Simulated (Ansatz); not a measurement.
**C interstitial in Lu2CCl2**

Computed with the plane-wave PAW code Ansatz (scalar-relativistic, PAW set soft_2): PBEsol, no spin polarisation, 420 eV cutoff, k-mesh 3×3×2 shifted by half a step.

The relaxed host crystal (Kohn–Sham gap 0.79 eV):

```
C Cl Lu
1.0
     1.77843    1.02677    9.46294
    -1.77843    1.02677    9.46294
     0.00000   -2.05355    9.46294
C Cl Lu
1 2 2
Direct
  0.50000 0.50000 0.50000
  0.72772 0.72772 0.72772
  0.27228 0.27228 0.27228
  0.12139 0.12139 0.12139
  0.87861 0.87861 0.87861
```

Supercell of 25 atoms, rows of the matrix [[1,-2,1],[-2,-1,3],[0,-1,0]] times the cell vectors; C interstitial at (0.000, 0.000, 0.000) in fractions of the cell above. Atoms are relaxed at the host's cell, from a start shaken by 0.05 Å near the defect.

How does the lattice relax around the defect, and where do the electrons go?

Nearest atoms to the added C: relaxed Cl 1.86 Å, Lu 2.35 Å, Cl 2.44 Å, Cl 2.50 Å.

The largest move of an atom from its ideal place is 1.2 Å, so the cell rearranged and didn't merely relax.

```csv
charge,gap of the cell on the mesh (eV),carriers
0,0.44,none in the bands
```

On this mesh the host's own supercell has a gap of 1.07 eV.

Formation energy of the neutral defect: 7.58 eV, taking atoms from and to the elements' standard states (no corrections for gases), so it belongs to those chemical potentials alone.

Caveats: semilocal functionals make gaps too small, which shifts levels too; small supercell, so energies and levels can be off by tenths of an eV; one random start near the defect, so other minima are possible.
